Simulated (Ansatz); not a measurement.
Starting cell, MgS (rock salt):

```yaml
crystal:
  lattice:
    - [0.00000, 2.60155, 2.60155]
    - [2.60155, 0.00000, 2.60155]
    - [2.60155, 2.60155, 0.00000]
  atoms:
    - { symbol: S, position: [0.00000, 0.00000, 0.00000] }
    - { symbol: Mg, position: [0.50000, 0.50000, 0.50000] }
```

A phonon eigenvector at Γ is frozen into this cell: atom i moves by Q times the vector below, so Q is the largest atomic displacement, in Å. The cell is held. It is one choice among 3 degenerate patterns.

```
atom      x      y       z
----  -----  -----  ------
S1    0.000  0.000   0.758
Mg2   0.000  0.000  -1.000
```

All values below come from r2SCAN (plane waves to 500 eV, PAW, scalar-relativistic; Ansatz, a quantum-chemistry and plane-wave program). k mesh 11×11×11 (Γ-centred), Fermi-Dirac smearing 0.05 eV. Energies are smeared free energies. MgS was relaxed with its symmetry unable to fall. ΔE is measured from the undisplaced structure.

| Q (Å) | ΔE (meV/cell) |
|---|---|
| -0.180 | 187.4 |
| -0.150 | 120.4 |
| -0.120 | 72.1 |
| -0.090 | 38.4 |
| -0.060 | withheld |
| -0.030 | 4.0 |
| 0.000 | 0.0 |
| 0.030 | 4.0 |
| 0.060 | withheld |
| 0.090 | 38.4 |
| 0.120 | 72.1 |
| 0.150 | 120.4 |
| 0.180 | 187.4 |

Q: Fit an even polynomial form (powers 2, 4) to the given rows and predict ΔE at Q = 0.060.

A: Least squares on the 11 given rows: ΔE = (4383)·Q² + (43210)·Q⁴, in meV/cell with Q in Å; root-mean-square residual 0.05 meV/cell. At 0.060 the fit gives 16.3 meV/cell; the calculation gives 16.4 meV/cell, so the interpolation is off by -0.1 (-0.6 %). The quadratic term alone would give 15.8 meV/cell.

(A displaced cell: forces are minus the slopes of the energy, force constants its curvatures, and phonons follow from these.)
